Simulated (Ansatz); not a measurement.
Ansatz (a first-principles code) input:

Ansatz 0.2 input:
```yaml
crystal:
  lattice:
    - [3.5471339378, 0.0, 0.0]
    - [-1.7735669689, 3.0719081008, 0.0]
    - [0.0, 0.0, 6.2087489582]
  atoms:
    - { symbol: Sr, position: [0.3333333333, 0.6666666667, 0.25] }
    - { symbol: Sr, position: [0.6666666667, 0.3333333333, 0.75] }
    - { symbol: O, position: [0.0, 0.0, 0.0] }
    - { symbol: O, position: [0.0, 0.0, 0.5] }
kpoints:
  mp_grid: { grid: [7, 7, 4] }
hamiltonian:
  xc: hse06
  pseudopotentials: { kind: paw }
scf:
  n_extra_bands: 6
  occupations: { method: fixed }
output:
  eigenvalues: true
  eigenstates:
    e_range: [-9.0, 13.3]
    kpoints:
      - [0.0, 0.0, 0.0]  # VBM
      - [0.0, 0.5, 0.0]  # CBM
      - [0.0, 0.0, 0.0]  # GAMMA
      - [0.0, 0.0, 0.5]  # A
      - [0.3333333333, 0.3333333333, 0.0]  # K
      - [0.3333333333, 0.3333333333, 0.5]  # H
      - [0.5, 0.0, 0.0]  # M
      - [0.5, 0.0, 0.5]  # L
```

Output (shortened):

```
Pseudopotential: Sr, paw, valence charge 10
Pseudopotential: O, paw, valence charge 6
Functional definition: HSE06
davidson cushion auto → on  (no smearing: the cushion is to keep the highest requested band from converging to the state above it …
Crystal: 4 atoms, lattice volume = 67.653 Å³
Basis set: ecut = 420 eV, 1299 PW (Γ)
Bands: 22, of which v1, the nominal top of the filled ones, is band 16 counted from 1 (15 counted from 0)
Symmetry: 24 space group operations
Space group: P63/mmc (ITA 194), of the structure as read, at distance tolerance 4.1e-5 Å
k-points: 24 of 196
SCF iter   1: F=—  HF=-8228.887567 eV  |F-HF|=—  |Δ(HF+E_count)|=         —  Δρ=1.96e-3  dr2=2.08e-3  ethr=1.77e-3  ⟨swp⟩=9.1  Hψ=2829  notcnv=0
preconditioner: auto → none
SCF iter   2: F=—  HF=-8228.888739 eV  |F-HF|=—  |Δ(HF+E_count)|=   1.17e-3  Δρ=1.66e-3  dr2=1.49e-3  ethr=6.49e-6  ⟨swp⟩=5.2  Hψ=1950  notcnv=0  defer=3
iter 3 solved again at ethr=2.88e-7 eV; its pass at ethr=4.67e-6 eV (dr2=9.22e-5 eV) is discarded
SCF iter   3: F=-8228.888614 eV  HF=-8228.888498 eV  |F-HF|=1.16e-4  |Δ(HF+E_count)|=   2.40e-4  Δρ=5.47e-4  dr2=9.38e-5  ethr=2.88e-7  ⟨swp⟩=3.0  Hψ=2591  notcnv=0
SCF 1 stopped early in 3 iterations: F = -8228.888614 eV  dr2 = 9.38e-5
Crystal: 4 atoms, lattice volume = 67.653 Å³
Exchange kernel: α = 0.2500, screened, ω = 0.2079 Å⁻¹, Wigner–Seitz truncation, v(0) = 1046.8103 eV·Å³, q-mesh 7×7×4, nearest image of the exchange supercell L …
Frozen-core exchange: fock
SCF iter   1: F=—  HF=-8233.585872 eV  |F-HF|=—  |Δ(HF+E_count)|=         —  Δρ=8.06e-3  dr2=7.60e-2  ethr=2.93e-6  ⟨swp⟩=7.0  Hψ=2797  notcnv=0
preconditioner: auto → none
SCF iter   2: F=—  HF=-8233.570885 eV  |F-HF|=—  |Δ(HF+E_count)|=   1.50e-2  Δρ=8.40e-3  dr2=3.29e-2  ethr=2.93e-6  ⟨swp⟩=5.4  Hψ=2320  notcnv=0  defer=2
SCF iter   3: F=—  HF=-8233.563898 eV  |F-HF|=—  |Δ(HF+E_count)|=   6.99e-3  Δρ=2.09e-3  dr2=3.41e-3  ethr=2.93e-6  ⟨swp⟩=4.5  Hψ=1856  notcnv=0
SCF iter   4: F=—  HF=-8233.573956 eV  |F-HF|=—  |Δ(HF+E_count)|=   1.01e-2  Δρ=1.01e-3  dr2=1.10e-3  ethr=2.93e-6  ⟨swp⟩=3.8  Hψ=1680  notcnv=0  defer=1
SCF iter   5: F=—  HF=-8233.573659 eV  |F-HF|=—  |Δ(HF+E_count)|=   2.97e-4  Δρ=1.37e-4  dr2=2.14e-5  ethr=2.93e-6  ⟨swp⟩=3.0  Hψ=1270  notcnv=0
SCF iter   6: F=-8233.573753 eV  HF=-8233.573753 eV  |F-HF|=3.11e-7  |Δ(HF+E_count)|=   9.43e-5  Δρ=8.07e-5  dr2=2.64e-6  ethr=4.46e-8  ⟨swp⟩=4.1  Hψ=1819  notcnv=0  defer=1
SCF 2 stopped early in 6 iterations: F = -8233.573753 eV  dr2 = 2.64e-6
hybrid outer 1: dexx = +1.209e-2 eV, tail = 2.00e-5 eV
Crystal: 4 atoms, lattice volume = 67.653 Å³
Exchange kernel: α = 0.2500, screened, ω = 0.2079 Å⁻¹, Wigner–Seitz truncation, v(0) = 1046.8103 eV·Å³, q-mesh 7×7×4, nearest image of the exchange supercell L …
Frozen-core exchange: fock
SCF iter   1: F=—  HF=-8233.573772 eV  |F-HF|=—  |Δ(HF+E_count)|=         —  Δρ=6.56e-5  dr2=1.92e-6  ethr=3.13e-7  ⟨swp⟩=3.1  Hψ=1238  notcnv=0
preconditioner: auto → none
iter 2 solved again at ethr=1.78e-10 eV; its pass at ethr=5.65e-9 eV (dr2=5.70e-8 eV) is discarded
SCF iter   2: F=—  HF=-8233.573772 eV  |F-HF|=—  |Δ(HF+E_count)|=   1.84e-7  Δρ=1.72e-5  dr2=1.37e-7  ethr=1.78e-10  ⟨swp⟩=3.1  Hψ=2869  notcnv=0
SCF iter   3: F=-8233.573773 eV  HF=-8233.573773 eV  |F-HF|=2.60e-8  |Δ(HF+E_count)|=   7.62e-7  Δρ=9.14e-6  dr2=3.86e-8  ethr=1.78e-10  ⟨swp⟩=4.5  Hψ=1762  notcnv=0  defer=2
SCF 3 converged in 3 iterations: F = -8233.573773 eV  dr2 = 3.86e-8
hybrid outer 2: dexx = +2.190e-7 eV, tail = 9.53e-8 eV, Δε = 1.56e-3 eV (about 1.27e-4 eV left of the loop's levels)
NSCF: frozen V_eff on 8 k-points
hybrid SCF converged: 2 outer / 9 inner (+3 warm-up), last move |dexx| = 2.19e-7 eV, tail = 9.53e-8 eV
Stability not checked (fock_operator)
Free energy (F): -8233.573772 eV
Frozen-core exchange: fock
Harris-Foulkes:  -8233.573772 eV  (|F-HF|=2.60e-8)
Internal energy: -8233.573772 eV  (E = F + TS)
E sigma→0 (E₀):  -8233.573772 eV
Fermi energy:    7.513863 eV
--- Per-component energies (eV) ---
  E_band       = -167.805405
  E_kinetic    = 847.887161
  E_local      = -1729.409210  (includes V_loc(G=0)·N_el)
  E_nonlocal   = 496.790470
  E_hartree    = 472.706561
  E_xc         = -398.852956
  E_vxc        = -412.927242  (∫ρ·V_xc dr)
  E_exx        = -85.891843  (= α·E_x^exact, valence–valence)
  E_paw        = -5723.707871  (= ΣΔE_a)
  E_vpaw       = -143.782486  (= ΣTr[D̂ρ^β])
  E_aug_tail   = 0.004815  (compensation charges beyond the density's cutoff)
  E_ewald      = -2112.303550
  E_core_change = -0.797350  (= ΣΔE_core)
  E_smearing   =  0.000000  (= −TS)
  E_closure    =  0.000000  (closes the sum)
  Σ components = -8233.573772   (vs F -8233.573772, Δ=1.82e-12)
  [band-id]    e_kinetic+e_local+e_nonlocal+2·e_hartree+e_vxc+2·e_exx+e_vpaw+e_augmentation_tail = -167.807056   (vs E_band -167.805405, Δ=-1.65e-3)
--- Band table (eV; the first three rows and the last of 24) ---
  k-point 0: bands = ["-27.3170", "-27.1968", "-10.8657", "-9.5280", "-7.6955", "-7.6955", "-7.6888", "-7.6478", "-7.6478", "-6.3973", "4.6458", "6.4617", "6.4617", "6.6888", "6.6888", "7.5139", "12.0439", "14.0782", "14.2562", "15.3836", "15.3836", "16.6063"]…
  k-point 1: bands = ["-27.2997", "-27.2147", "-10.7164", "-9.8060", "-7.6884", "-7.6884", "-7.6546", "-7.6546", "-7.4240", "-6.5468", "4.9722", "6.4836", "6.4836", "6.6435", "6.6435", "6.9364", "12.5992", "14.0711", "14.5075", "15.6832", "15.6832", "16.5640"]…
  k-point 2: bands = ["-27.2575", "-27.2575", "-10.3138", "-10.3138", "-7.6714", "-7.6714", "-7.6714", "-7.6714", "-6.9395", "-6.9395", "5.8478", "5.8478", "6.5521", "6.5521", "6.5521", "6.5521", "13.6664", "13.6664", "15.1116", "15.1116", "16.4317", "16.4317"]
  k-point 23: bands = ["-27.1218", "-27.1218", "-10.2784", "-10.2784", "-8.4266", "-8.4266", "-7.8349", "-7.8349", "-7.2255", "-7.2255", "5.3260", "5.3260", "6.2965", "6.2965", "6.7650", "6.7650", "13.9459", "13.9459", "15.9711", "15.9711", "17.8079", "17.8079"]
```

Cost: roughly 4 core-minutes on shared cores.

The points marked VBM and CBM come from a semilocal run.

Space group P6_3/mmc (NiAs type). The workflow started from a Materials Project entry (that database holds measured and hypothetical structures alike); the Crystallography Open Database copy checked does not list it. It is not the phase usual at ambient conditions (space group No. 225). Symmetry was held in the r²SCAN relaxation; its stability against distortions is not shown here. Scalar-relativistic: spin–orbit coupling is off unless named, which matters more the heavier the elements.

Potentials: the later of the program's two PAW sets.

Ansatz is a plane-wave DFT program.
